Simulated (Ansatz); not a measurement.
# Au: from a starting cell to a relaxed one

The start is a generated cell, Au placed in the AFLOW prototype A_hR3_166_ac (C19, as in Sm). The structure is fully relaxed (lattice and positions, P = 0) with r2SCAN (plane waves to 500 eV, PAW, scalar-relativistic; Ansatz, a quantum-chemistry and plane-wave program). First-step values are on the input's coarse k-mesh.

Ansatz input (later rounds restart from its end on a renewed k-mesh):
Ansatz 0.2 input:
```yaml
crystal:
  lattice:
    - [1.4489662, 0.8365611, 7.0038145]
    - [-1.4489662, 0.8365611, 7.0038145]
    - [0, -1.6731221, 7.0038145]
  atoms:
    - { symbol: Au, position: [0, 0, 0] }
    - { symbol: Au, position: [0.22222, 0.22222, 0.22222] }
    - { symbol: Au, position: [0.77778, 0.77778, 0.77778] }
basis: { ecutwfc: 500, ecutrho_ratio: 4, xc_grid: 4, fft_grid_basis: typed }
kpoints: { mp_grid: { grid: [13, 13, 13] } }
hamiltonian:
  xc: r2scan
  dispersion: none
  pseudopotentials: { azcp: { folder: ./paw }, kind: paw }
scf: { occupations: { method: fermi_dirac, width: 0.05 } }
relax: { f_tol: 0.01, max_steps: 100, cell: { stress_tol: 0.02 } }
output: { forces: true, stress: true }
```

What pressure does the first self-consistent step give?

+5.6 GPa (positive: the cell is compressed).

Which atoms feel the largest initial force, and how large is it?

0.05 eV/Å, on Au2, Au3 (atoms numbered as listed).

How much energy is released per atom?

0.02 eV/atom.

How does the volume change?

+3.4 %, from 16.98 to 17.55 Å³/atom.

How do the shortest distances between atoms change?

The closest pairs of elements (up to four, under 3.6 Å), start → end: Au–Au 2.87 → 2.89 Å.

What band gap does the relaxed structure have at this level?

Zero (metallic).

Give the final cell and atomic positions.


```cif
data_Au9
_chemical_formula_sum 'Au9'
_space_group_name_H-M_alt 'R-3m :H'
_space_group_IT_number 166
_space_group_name_Hall '-R 3 2"'
_cell_length_a 2.89023
_cell_length_b 2.89023
_cell_length_c 21.83850
_cell_angle_alpha 90.000
_cell_angle_beta 90.000
_cell_angle_gamma 120.000
loop_
_atom_site_label
_atom_site_type_symbol
_atom_site_symmetry_multiplicity
_atom_site_Wyckoff_symbol
_atom_site_fract_x
_atom_site_fract_y
_atom_site_fract_z
_atom_site_occupancy
Au1 Au 3 a 0.00000 0.00000 0.00000 1
Au2 Au 6 c 0.00000 0.00000 0.22239 1
```
(The calculation used a cell of 3 atoms; values per cell refer to that cell.)

The space group stays R-3m (No. 166) (the run could not lower it); the end is AFLOW prototype A_hR3_166_ac (C19, as in Sm), with 3 atoms in the primitive cell. Final values are on a 19×19×19 k-mesh of the relaxed cell. No spin polarisation in the result.

The run could not lose the symmetry of its start: the end is stationary, and may be a saddle point rather than a minimum.

The relaxed structure here is a generated cell of Au: the first start was made by placing the elements on the sites of a structure type, and the end was not matched to a known phase here, so it may be hypothetical. Known forms of Au include space group No. 225.
